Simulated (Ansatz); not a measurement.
Nuclear-site quantities of Sr as the cell is scaled

```
Sr
1.0
     4.31000    0.00000    0.00000
    -2.15500    3.73257    0.00000
     0.00000    0.00000    7.05000
Sr
2
Direct
  0.33333 0.66667 0.25000
  0.66667 0.33333 0.75000
```

Atoms are numbered in the order listed.

The cell is COD entry 1540836, as deposited and not checked against the literature; nothing was relaxed.

These are results of DFT, LDA, all-electron PAW with datasets made for the crystal, scalar-relativistic (Ansatz 0.2.0), not measurements.

Settings: a Γ-centred 10×10×5 k mesh, Fermi–Dirac smearing of 0.08 eV, cutoff 200 eV (chosen by the program for this cell), no spin polarisation.

The contact density is the mean electron density over the nuclear volume; its changes follow the s electrons' response to bonding and compression. Changes below are taken from the unscaled cell, where it is 399352 e/Å³ at Sr1.

The datasets are made afresh for each cell, so very small changes are uncertain.

Question: Does compression raise or lower the contact density at Sr1?

Answer: It raises it, by 1.06 e/Å³ over the whole range.

Question: Tabulate the changes with volume.

Answer: 
| V/V(cell) | P (GPa) | Δρ(0) Sr1 (e/Å³) |
| --- | --- | --- |
| 0.9600 | -1.2 | 0.49 |
| 0.9900 | -1.5 | 0.11 |
| 1.0000 | -1.6 | 0.00 |
| 1.0200 | -1.7 | -0.21 |
| 1.0600 | -2.0 | -0.57 |
